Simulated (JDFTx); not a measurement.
System: TiB2(0001) (P6/mmm bulk; lattice of mp-1145, not re-optimised at this level), 1x1 cell of 7 atoms in 5 planes (Ti outermost, slab composition Ti3B4), area 7.93 Å² a face, 6.3 Å between the outermost planes in a cell 22.5 Å high; k mesh 8×8×1, Fermi width 0.01 Ha, no spin polarisation. Whether this polymorph is the ambient one wasn't checked. Neither spin polarisation nor a larger cell was tried.

Profiles through the double layer of this slab, charged, in CANDLE, water, 1 M KF; PBE, GBRV ultrasoft potentials, plane waves to 20/100 Ha, JDFTx (a modified build). z is the height above the outermost atoms, φ the plane-averaged electrostatic potential energy of an electron (zero in the bulk liquid), ρ_b the bound charge of solvent and ions, s the cavity shape function (0 in the solid, 1 in the liquid).

| z (Å) | n (e/Å³) | s | φ (eV) | ρ_b (10⁻³ e/Å³) |
|---|---|---|---|---|
| 0.82 | 0.1680 | 0.00 | -6.445 | 0.00 |
| 1.29 | 0.0481 | 0.00 | -2.991 | -0.55 |
| 1.76 | 0.0180 | 0.00 | -1.056 | -8.57 |
| 2.23 | 0.0060 | 0.03 | -0.240 | -10.11 |
| 2.70 | 0.0018 | 0.19 | -0.102 | -0.81 |
| 3.17 | 0.0006 | 0.47 | -0.070 | 0.18 |
| 3.64 | 0.0002 | 0.77 | -0.056 | 0.06 |
| 4.10 | 0.0001 | 0.96 | -0.047 | 0.01 |
| 4.57 | 0.0000 | 1.00 | -0.040 | 0.00 |
| 5.04 | 0.0000 | 1.00 | -0.034 | -0.01 |
| 5.51 | 0.0000 | 1.00 | -0.029 | -0.02 |
| 5.98 | 0.0000 | 1.00 | -0.025 | -0.01 |
| 6.45 | 0.0000 | 1.00 | -0.022 | -0.01 |
| 6.92 | 0.0000 | 1.00 | -0.018 | -0.01 |
| 7.39 | 0.0000 | 1.00 | -0.016 | -0.01 |
| 7.85 | 0.0000 | 1.00 | -0.014 | -0.01 |

Q: Is the electrode positively or negatively charged, and roughly by how much?

A: Positively: σ = 15.0 μC/cm² per face. The liquid's bound charge is of the opposite sign overall, and far from the surface φ decays with the screening length (3.0 Å).
